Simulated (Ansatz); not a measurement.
## BaIr3 (AuCu3-type structure)

Level of theory: DFT, PBE, scalar-relativistic, no spin polarisation; plane waves to 420 eV with PAW datasets (Ansatz 0.2.0), 8×8×8 k-mesh, Gaussian smearing of 0.05 eV. The datasets are Ansatz's generated set soft_2.

```yaml
crystal:
  lattice:
    - [4.22110, 0.00000, 0.00000]
    - [0.00000, 4.22110, 0.00000]
    - [0.00000, 0.00000, 4.22110]
  atoms:
    - { symbol: Ba, position: [0.00000, 0.00000, 0.00000] }
    - { symbol: Ir, position: [0.00000, 0.50000, 0.50000] }
    - { symbol: Ir, position: [0.50000, 0.50000, 0.00000] }
    - { symbol: Ir, position: [0.50000, 0.00000, 0.50000] }
```

The structure was built from a prototype; whether the compound forms in it isn't claimed.

The cell is relaxed to zero pressure at this level.

Path: Γ–X–M–Γ–R–X | R–M, with Γ = (0.000, 0.000, 0.000), X = (0.000, 0.500, 0.000), M = (0.500, 0.500, 0.000), R = (0.500, 0.500, 0.500) in reciprocal vectors of the calculation's cell.

Bands as a text map, energy in eV from the Fermi level (dashes), each leg drawn with the same width:
```
  4.86 |         *  *     **    *  * *   **   **     
  4.57 |  **      **             ********   **       
  4.29 | *  *     *      *  *        ** *    *       
  4.00 |*    *   * *         *           *    *      
  3.71 |      ***   *   *   * *     **    ****       
  3.43 | *      *      *       ***** ******  ***     
  3.14 |         **  **   **                   ******
  2.86 |           **  ***     *                     
  2.57 |  *                *      *   *         *    
  2.29 |                                             
  2.00 |                                             
  1.71 |                        **               *   
  1.43 |*********         * ***        *   *         
  1.14 |**                 *** *******    * **    *  
  0.86 | **      *        *** *    * *****    **     
  0.57 |   **     *   *  * *          *        **  **
  0.29 |   ******* *** ** *    *      * * **    **   
  0.00 |*******---***---********--*-*----*--**----*--
 -0.29 |   *** *** ****** *    **    * * ***  *  * **
 -0.57 |    ***  *********      ****   ***      *****
 -0.86 |    *********  ****     *******************  
 -1.14 |  **  ***  * ** * *** *****   ***  *   ******
 -1.43 |***   *   ****** ******    *** * *  *** * ***
 -1.71 |   **  *** ******         *   *  ***   ******
 -2.00 |     *   **** ****        ** **   *   ** * **
 -2.29 |      ********** *        *******************
 -2.57 |     **** *     ***      *** *******  **  *  
 -2.86 |    **   **   * **      **  *   *** **     **
        Γ      X      M      Γ      R      XR       M
```

By these bands, is it a metal or an insulator, and if it has a gap, where are the band edges on this path?

A metal: bands cross the Fermi level.

The calculation's cell holds 61 valence electrons, an odd number. Without magnetic order each band takes two, so one stays part-filled and the crystal must be a metal. (Only strong correlation, outside this picture, could make a Mott insulator of it.)

Spin–orbit coupling, which matters for such heavy elements, is left out.
